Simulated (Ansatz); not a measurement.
Values for one crystal, relaxed and computed with PBE (plane waves, PAW; program Ansatz); other levels are named.

| Quantity | Value |
|---|---|
| Volume per atom | 15.59 Å³ |
| Electronic character | metallic (no gap) |
| Bulk modulus (Birch–Murnaghan fit) | 294 GPa |
| Formation energy from the elements (no fitted shifts) | -0.17 eV/atom |
| Gap with spin–orbit coupling | none (metallic) |
| Density of states at the Fermi level | 0.72 states/eV per atom (mean over ±0.08 eV) |
| Pressure derivative B′ | 4.8 |

Task: Pick the material that matches.
A. TaW, rock salt
B. Al2Pt, fluorite or antifluorite type
C. PtW, L1₀ or tetragonal B2
D. AgW, rock salt

Result: C, PtW, L1₀ or tetragonal B2

Space group P4/mmm (L1₀ or tetragonal B2). The start of the workflow was typed in or built on a structure type; neither database checked (COD, Materials Project) lists it. Whether it is the stable phase at ambient conditions was not checked. The PBE relaxation kept the symmetry of its start; whether a distortion lowers the energy is not shown. The run is not spin-polarised. The references are the lowest solids computed at this level, not always the standard phases. Spin–orbit coupling is left out wherever it is not named.

Potentials: the later of the program's two PAW sets.
